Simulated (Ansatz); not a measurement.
This run works on a proposed trial structure, not on a known crystal.

Input and command of a plane-wave DFT calculation in Ansatz:

```yaml
crystal:
  lattice:
    - [-3.985, 3.985, 3.985]
    - [3.985, -3.985, 3.985]
    - [3.985, 3.985, -3.985]
  atoms:
    - { symbol: Ti, position: [0.625, 0.875, 0.61], spin: 1.0 }
    - { symbol: Ti, position: [0.485, 0.375, 0.25], spin: 1.0 }
    - { symbol: Ti, position: [0.985, 0.375, 0.25], spin: 1.0 }
    - { symbol: Ti, position: [0.765, 0.515, 0.89], spin: 1.0 }
    - { symbol: Ti, position: [0.125, 0.235, 0.75], spin: 1.0 }
    - { symbol: Ti, position: [0.125, 0.735, 0.75], spin: 1.0 }
    - { symbol: Ti, position: [0.265, 0.015, 0.39], spin: 1.0 }
    - { symbol: Ti, position: [0.625, 0.875, 0.11], spin: 1.0 }
    - { symbol: As, position: [0.5, 0.125, 0.875] }
    - { symbol: As, position: [0.375, 0.5, 0.625] }
    - { symbol: As, position: [0.875, 0.75, 0.375] }
    - { symbol: As, position: [0.25, 0.625, 0.125] }
    - { symbol: Se, position: [0.75, 0.25, 0.5] }
    - { symbol: Se, position: [0.0, 0.0, 0.0] }
basis:
  ecutwfc: 420
kpoints:
  mp_grid: { grid: [2, 2, 2] }
hamiltonian:
  xc: pbe
scf:
  occupations: { method: gaussian, width: 0.15 }
  lower_state_search: "off"
output:
  forces: true
  stress: true
  eigenvalues: true
  populations: true
magnetization:
  spin_polarized: true
relax:
  adjacent_minimum: "off"
  f_tol: 0.08
  max_steps: 16
  cell: { stress_tol: 0.8 }
```

```bash
ansatz run input.yaml --threads 1 --pin off --max-ram 2560MiB --backend cpu --events-out ev --progress --plain --runs-dir out
```

Processor: Intel(R) Xeon(R) Processor @ 2.50GHz (Skylake/Cascade Lake), 1 thread, on a host shared with other jobs.

Q: How long does it run, and how much memory does it take?

A: About 6.3 min, peak memory 0.79 GiB. It solves 118 bands at 4 k points (after reduction by symmetry) with about 4537 plane waves (on the last cell), in 63 SCF iterations over 5 ionic steps.
